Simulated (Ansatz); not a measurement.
Relax this structure to zero stress and force, keeping its symmetry:

```
Na Hg
1.0
    -2.51192    2.51192    4.62570
     2.51192   -2.51192    4.62570
     2.51192    2.51192   -4.62570
Na Hg
3 1
Direct
  0.75000 0.25000 0.50000
  0.25000 0.75000 0.50000
  0.50000 0.50000 0.00000
  0.00000 0.00000 0.00000
```

All numbers below come from DFT LDA, scalar-relativistic, plane waves, PAW in Ansatz.

Settings: cutoff 420 eV, Γ-centred mesh 12×12×12 on the computed 4-atom cell, Gaussian smearing of 0.10 eV; no spin polarisation.

Question: What does it relax to?

Answer: The volume falls by 4.00 Å³/atom to 25.19 Å³/atom, and the energy falls by 26.4 meV/atom. Final structure:
```cif
data_structure
_symmetry_space_group_name_H-M 'I4/mmm'
_symmetry_Int_Tables_number 139
_cell_length_a 4.8019
_cell_length_b 4.8019
_cell_length_c 8.7382
_cell_angle_alpha 90.000
_cell_angle_beta 90.000
_cell_angle_gamma 90.000
_cell_volume 201.49
loop_
_atom_site_label
_atom_site_type_symbol
_atom_site_symmetry_multiplicity
_atom_site_Wyckoff_symbol
_atom_site_fract_x
_atom_site_fract_y
_atom_site_fract_z
_atom_site_occupancy
Na1 Na 4 d 0.00000 0.50000 0.25000 1
Na2 Na 2 b 0.50000 0.50000 0.00000 1
Hg1 Hg 2 a 0.00000 0.00000 0.00000 1
```

Spin–orbit coupling is left out, which can shift energies with elements as heavy as these.